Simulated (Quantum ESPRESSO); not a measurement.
# WRh4Zr2Ir: one run as intended and one with a planted mistake

Computed values, not a measurement. The program is pw.x of Quantum ESPRESSO 7.5 (plane-wave density functional theory). The cell is made up: eight metal atoms on a face-centred cubic lattice, with elements, volume, strain and displacements drawn at random and not relaxed, so it may be unstable or far from any real phase. PseudoDojo standard norm-conserving files set the functional (PBE unless stated); there is no spin polarisation or spin-orbit coupling, the Fermi-Dirac width of 0.25 eV means electrons at about 2900 K, and the masses in the input are unused placeholders. Heavy elements are run without spin-orbit coupling, which real alloys of them have. A spin test at this wide smearing found no moment, but such smearing suppresses magnetism that the real alloy may have.

Intended input:

```
&control calculation='scf', pseudo_dir='./dojo.nc.sr.pbe.v0_5.standard.upf', outdir='./o', disk_io='minimal', tprnfor=.true., tstress=.true. /
&system ibrav=0, nat=8, ntyp=4, nbnd=80, ecutwfc=87.97787729, nosym=.true., tot_charge=0,
 occupations='smearing', smearing='fd', degauss=0.0183746611
/
&electrons conv_thr=1.470e-08, electron_maxstep=70, mixing_beta=0.5 /
ATOMIC_SPECIES
Ir 1.0 Ir.upf
Rh 1.0 Rh.upf
W 1.0 W.upf
Zr 1.0 Zr.upf
CELL_PARAMETERS angstrom
0.0322 4.1004 3.9738
4.0665 -0.0323 4.0384
4.0913 4.1898 -0.0572
ATOMIC_POSITIONS angstrom
W -0.0277 0.0345 0.0293
Rh 1.9352 2.0833 0.0539
Zr 2.0172 -0.0351 1.9918
Rh 4.0958 2.08 1.9367
Rh 0.0425 2.1042 2.0152
Zr 2.1089 4.1791 2.0167
Ir 2.0181 2.06 4.0281
Rh 4.1883 4.1031 3.9737
K_POINTS automatic
5 5 5 1 1 1
```

The log is shortened where brackets say so; the opening notice, blank lines, dates and the lines on written files are dropped, and the path of the files is cut. It prints rydbergs, bohrs and kilobars, and counts compression as positive stress. Its total energy is the free energy E - TS of the whole cell.

Log of the intended run:

```
     Program PWSCF v.7.5
     Parallel version (MPI & OpenMP), running on       4 processor cores
     Number of MPI processes:                 4
     Threads/MPI process:                     1
     [start-up lines left out]
     bravais-lattice index     =            0
     lattice parameter (alat)  =      10.7906  a.u.
     unit-cell volume          =     920.3857 (a.u.)^3
     number of atoms/cell      =            8
     number of atomic types    =            4
     number of electrons       =       123.00
     number of Kohn-Sham states=           80
     kinetic-energy cutoff     =      87.9779  Ry
     charge density cutoff     =     351.9115  Ry
     scf convergence threshold =      1.5E-08
     mixing beta               =       0.5000
     number of iterations used =            8  plain     mixing
     Exchange-correlation= PBE
                           (   1   4   3   4   0   0   0)
     [axes and pseudopotential details left out]
   Cartesian axes
     site n.     atom                  positions (alat units)
         1        W      tau(   1) = (  -0.0048510   0.0060419   0.0051312  )
         2        Rh     tau(   2) = (   0.3389074   0.3648438   0.0094394  )
         3        Zr     tau(   3) = (   0.3532679  -0.0061470   0.3488196  )
         4        Rh     tau(   4) = (   0.7172886   0.3642659   0.3391701  )
         5        Rh     tau(   5) = (   0.0074429   0.3685040   0.3529176  )
         6        Zr     tau(   6) = (   0.3693271   0.7318768   0.3531803  )
         7        Ir     tau(   7) = (   0.3534255   0.3607634   0.7054325  )
         8        Rh     tau(   8) = (   0.7334880   0.7185671   0.6959055  )
     number of k points=    63  Fermi-Dirac smearing, width (Ry)=  0.0184
                       cart. coord. in units 2pi/alat
        k(    1) = (   0.0697216   0.0691830   0.0717420), wk =   0.0320000
        k(    2) = (   0.2094519   0.2034036  -0.0678870), wk =   0.0320000
     [further k points left out]
     Dense  grid:   102605 G-vectors     FFT dimensions: (  72,  72,  72)
     Estimated max dynamical RAM per process >     455.97 MB
     Estimated total dynamical RAM >       1.71 GB
     Initial potential from superposition of free atoms
     starting charge     122.9921, renormalised to     123.0000
     Starting wfcs are   80 randomized atomic wfcs
     total cpu time spent up to now is       32.5 secs
     per-process dynamical memory:   361.3 Mb
     Self-consistent Calculation
     iteration #  1     ecut=    87.98 Ry     beta= 0.50
     Davidson diagonalization with overlap
     ethr =  1.00E-02,  avg # of iterations =  5.2
     total cpu time spent up to now is      129.9 secs
     total energy              =   -1521.81448233 Ry
     estimated scf accuracy    <       2.37130055 Ry
     iteration #  2     ecut=    87.98 Ry     beta= 0.50
     Davidson diagonalization with overlap
     ethr =  1.93E-03,  avg # of iterations =  2.8
     total cpu time spent up to now is      228.0 secs
     total energy              =   -1521.61213243 Ry
     estimated scf accuracy    <      17.70671103 Ry
     [iterations 3 to 15 left out]
     iteration # 16     ecut=    87.98 Ry     beta= 0.50
     Davidson diagonalization with overlap
     ethr =  3.08E-11,  avg # of iterations =  1.9
     total cpu time spent up to now is     1363.6 secs
     total energy              =   -1523.12144106 Ry
     estimated scf accuracy    <       0.00000003 Ry
     iteration # 17     ecut=    87.98 Ry     beta= 0.50
     Davidson diagonalization with overlap
     ethr =  2.37E-11,  avg # of iterations =  1.1
     total cpu time spent up to now is     1440.8 secs
     End of self-consistent calculation
     [lines on levels left out]
!    total energy              =   -1523.12144106 Ry
     estimated scf accuracy    <          3.6E-09 Ry
     smearing contrib. (-TS)   =      -0.12271421 Ry
     internal energy E=F+TS    =   -1522.99872685 Ry
     The total energy is F=E-TS. E is the sum of the following terms:
     one-electron contribution =    -387.21318829 Ry
     hartree contribution      =     264.75676578 Ry
     xc contribution           =    -267.96169162 Ry
     ewald contribution        =   -1132.58061272 Ry
     convergence has been achieved in  17 iterations
     Forces acting on atoms (cartesian axes, Ry/au):
     atom    1 type  3   force =    -0.00014610    0.00160854   -0.01632934
     atom    2 type  2   force =     0.02584361   -0.00119039   -0.01961297
     atom    3 type  4   force =     0.01041036    0.00492394    0.00964030
     atom    4 type  2   force =    -0.01131065    0.00152338    0.01114756
     atom    5 type  2   force =    -0.01155350   -0.00430291    0.01005513
     atom    6 type  4   force =    -0.00746290    0.00043501    0.00715331
     atom    7 type  1   force =     0.01455699   -0.01309173   -0.01036498
     atom    8 type  2   force =    -0.02033780    0.01009417    0.00831099
     Total force =     0.056910     Total SCF correction =     0.000080
     Computing stress (Cartesian axis) and pressure
          total   stress  (Ry/bohr**3)                   (kbar)     P=     -109.90
  -0.00058980  -0.00006914  -0.00003925          -86.76      -10.17       -5.77
  -0.00006914  -0.00114449   0.00017253          -10.17     -168.36       25.38
  -0.00003925   0.00017253  -0.00050689           -5.77       25.38      -74.57
     init_run     :     30.65s CPU     32.11s WALL (       1 calls)
     electrons    :   1357.19s CPU   1408.32s WALL (       1 calls)
     forces       :      7.83s CPU      7.95s WALL (       1 calls)
     stress       :     25.45s CPU     25.87s WALL (       1 calls)
     [timing details left out]
     PWSCF        :  23m41.60s CPU  24m34.83s WALL
     JOB DONE.
```

A second run has one planted mistake: one coordinate of one atom is wrong. The input lines that differ:

```
- Rh 0.0425 2.1042 2.0152
+ Rh 0.0425 2.3542 2.0152
```

Its log:

```
     Program PWSCF v.7.5
     Parallel version (MPI & OpenMP), running on       4 processor cores
     Number of MPI processes:                 4
     Threads/MPI process:                     1
     [start-up lines left out]
     bravais-lattice index     =            0
     lattice parameter (alat)  =      10.7906  a.u.
     unit-cell volume          =     920.3857 (a.u.)^3
     number of atoms/cell      =            8
     number of atomic types    =            4
     number of electrons       =       123.00
     number of Kohn-Sham states=           80
     kinetic-energy cutoff     =      87.9779  Ry
     charge density cutoff     =     351.9115  Ry
     scf convergence threshold =      1.5E-08
     mixing beta               =       0.5000
     number of iterations used =            8  plain     mixing
     Exchange-correlation= PBE
                           (   1   4   3   4   0   0   0)
     [axes and pseudopotential details left out]
   Cartesian axes
     site n.     atom                  positions (alat units)
         1        W      tau(   1) = (  -0.0048510   0.0060419   0.0051312  )
         2        Rh     tau(   2) = (   0.3389074   0.3648438   0.0094394  )
         3        Zr     tau(   3) = (   0.3532679  -0.0061470   0.3488196  )
         4        Rh     tau(   4) = (   0.7172886   0.3642659   0.3391701  )
         5        Rh     tau(   5) = (   0.0074429   0.4122860   0.3529176  )
         6        Zr     tau(   6) = (   0.3693271   0.7318768   0.3531803  )
         7        Ir     tau(   7) = (   0.3534255   0.3607634   0.7054325  )
         8        Rh     tau(   8) = (   0.7334880   0.7185671   0.6959055  )
     number of k points=    63  Fermi-Dirac smearing, width (Ry)=  0.0184
                       cart. coord. in units 2pi/alat
        k(    1) = (   0.0697216   0.0691830   0.0717420), wk =   0.0320000
        k(    2) = (   0.2094519   0.2034036  -0.0678870), wk =   0.0320000
     [further k points left out]
     Dense  grid:   102605 G-vectors     FFT dimensions: (  72,  72,  72)
     Estimated max dynamical RAM per process >     455.97 MB
     Estimated total dynamical RAM >       1.71 GB
     Initial potential from superposition of free atoms
     starting charge     122.9921, renormalised to     123.0000
     Starting wfcs are   80 randomized atomic wfcs
     total cpu time spent up to now is       31.9 secs
     per-process dynamical memory:   361.3 Mb
     Self-consistent Calculation
     iteration #  1     ecut=    87.98 Ry     beta= 0.50
     Davidson diagonalization with overlap
     ethr =  1.00E-02,  avg # of iterations =  5.2
     total cpu time spent up to now is      125.4 secs
     total energy              =   -1521.82235735 Ry
     estimated scf accuracy    <       2.33816131 Ry
     iteration #  2     ecut=    87.98 Ry     beta= 0.50
     Davidson diagonalization with overlap
     ethr =  1.90E-03,  avg # of iterations =  2.8
     total cpu time spent up to now is      220.8 secs
     total energy              =   -1521.60789441 Ry
     estimated scf accuracy    <      17.49945051 Ry
     [iterations 3 to 14 left out]
     iteration # 15     ecut=    87.98 Ry     beta= 0.50
     Davidson diagonalization with overlap
     ethr =  1.36E-10,  avg # of iterations =  2.6
     total cpu time spent up to now is     1169.7 secs
     total energy              =   -1523.10836983 Ry
     estimated scf accuracy    <       0.00000004 Ry
     iteration # 16     ecut=    87.98 Ry     beta= 0.50
     Davidson diagonalization with overlap
     ethr =  3.11E-11,  avg # of iterations =  2.3
     total cpu time spent up to now is     1246.0 secs
     End of self-consistent calculation
     [lines on levels left out]
!    total energy              =   -1523.10836982 Ry
     estimated scf accuracy    <       0.00000001 Ry
     smearing contrib. (-TS)   =      -0.12169777 Ry
     internal energy E=F+TS    =   -1522.98667206 Ry
     The total energy is F=E-TS. E is the sum of the following terms:
     one-electron contribution =    -390.31695691 Ry
     hartree contribution      =     266.31824878 Ry
     xc contribution           =    -268.00410775 Ry
     ewald contribution        =   -1130.98385617 Ry
     convergence has been achieved in  16 iterations
     Forces acting on atoms (cartesian axes, Ry/au):
     atom    1 type  3   force =    -0.00018658    0.01072014   -0.01530842
     atom    2 type  2   force =     0.02254611   -0.00226802   -0.01807750
     atom    3 type  4   force =    -0.00519012    0.02140617    0.00944833
     atom    4 type  2   force =    -0.01094468    0.00407403    0.01017254
     atom    5 type  2   force =    -0.00880787   -0.05354946    0.00932005
     atom    6 type  4   force =     0.00351000    0.01400123    0.00797196
     atom    7 type  1   force =     0.01932179   -0.01450243   -0.00835669
     atom    8 type  2   force =    -0.02024864    0.02011832    0.00482972
     Total force =     0.082458     Total SCF correction =     0.000302
     Computing stress (Cartesian axis) and pressure
          total   stress  (Ry/bohr**3)                   (kbar)     P=      -97.34
  -0.00048721  -0.00007396  -0.00003203          -71.67      -10.88       -4.71
  -0.00007396  -0.00105248   0.00015208          -10.88     -154.82       22.37
  -0.00003203   0.00015208  -0.00044543           -4.71       22.37      -65.52
     init_run     :     18.27s CPU     18.76s WALL (       1 calls)
     electrons    :   1199.57s CPU   1214.12s WALL (       1 calls)
     forces       :      7.41s CPU      7.46s WALL (       1 calls)
     stress       :     28.52s CPU     28.52s WALL (       1 calls)
     [timing details left out]
     PWSCF        :  21m 6.90s CPU  21m22.07s WALL
     JOB DONE.
```

|  | intended run | run with the mistake |
| --- | --- | --- |
| free energy (eV) | -20723.123 | -20722.945 |
| entropy term -TS, part of it (eV) | -1.670 | -1.656 |
| pressure (GPa) | -10.99 | -9.73 |
| size of the largest force component (eV/Å) | 0.664 | 1.377 |
| largest change of a force component (eV/Å) |  | 1.266 |
| iterations | 17 | 16 |

For scale, a rerun of the intended cell at a higher cutoff and on a denser mesh moved values by no more than 0.003 eV in energy, 0.06 GPa in stress and 0.007 eV/Å in force, and a second program with other atomic files agreed on that cell to 2 % rms in force and 0.5 GPa in pressure.